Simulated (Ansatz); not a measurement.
Relaxed-ion elastic tensor of AlN (wurtzite, P6_3mc) in GPa (Voigt order), r²SCAN (plane waves, PAW; program Ansatz); density 3.27 g/cm³, 10.40 Å³ per atom.

```csv
,1,2,3,4,5,6
1,409,138,105,0.0,0.0,0.0
2,138,409,105,0.0,0.0,0.0
3,105,105,385,0.0,0.0,0.0
4,0.0,0.0,0.0,123,0.0,0.0
5,0.0,0.0,0.0,0.0,123,0.0
6,0.0,0.0,0.0,0.0,0.0,135
```

Problem. Is the crystal mechanically stable?

Solution. Yes: the smallest eigenvalue of C is 123 GPa.

Problem. Work out the Voigt, Reuss and Hill averages.

Solution. K_V = 211, K_R = 210, K_H = 211; G_V = 133, G_R = 132, G_H = 133 GPa.

Problem. Give Young's modulus, Poisson's ratio, Pugh's ratio and the universal anisotropy index.

Solution. E = 9KG/(3K + G) = 329 GPa; ν = 0.24; K/G = 1.58 (brittle by the Pugh limit of 1.75); A_U = 5G_V/G_R + K_V/K_R − 6 = 0.03.

Problem. Estimate the sound speeds and the Debye temperature.

Solution. v_l = √((K + 4G/3)/ρ) = 10900 m/s, v_t = √(G/ρ) = 6370 m/s, mean 7070 m/s; Θ = (h/k)(3n/4πV)^(1/3) v_m = 964 K.

Problem. How much does each axis shrink under pressure?

Solution. Linear compressibilities β_i = Σ_j S_ij (j = 1 to 3): x 1.5, y 1.5, z 1.8 per TPa.

The r²SCAN relaxation kept the symmetry of its start; phonons on a q-mesh show no instability.

Potentials: the later of the program's two PAW sets.
